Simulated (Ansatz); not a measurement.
### Question
Each is relaxed and computed with DFT-LDA in the program Ansatz with PAW potentials. Which alone has a direct gap?
A. Ca3V2O8, C2/m (Pearson symbol mS26)
B. BaBiO3, C2/m (Pearson symbol mS20)
C. Cs3HSe2O8, C2/m (Pearson symbol mS28)
D. In2Si2O7, C2/m (Pearson symbol mS22)

### Answer
D, In2Si2O7, C2/m (Pearson symbol mS22). In2Si2O7: gap 3.07 eV (direct); Cs3HSe2O8: gap 4.02 eV (indirect); BaBiO3: gap 0.07 eV (indirect); Ca3V2O8: gap 3.47 eV (indirect). Standing as an ambient phase not checked: In2Si2O7, C2/m (Pearson symbol mS22); Cs3HSe2O8, C2/m (Pearson symbol mS28); BaBiO3, C2/m (Pearson symbol mS20); Ca3V2O8, C2/m (Pearson symbol mS26). Unstable at this level: Ca3V2O8, C2/m (Pearson symbol mS26). All cells were relaxed under the symmetry of their starts (and spin orders); stability against distortions was not tested throughout. Rows with no word on spin ran without spin polarisation. Spin–orbit coupling is left out wherever it is not named.

Potentials: the later of the program's two PAW sets.
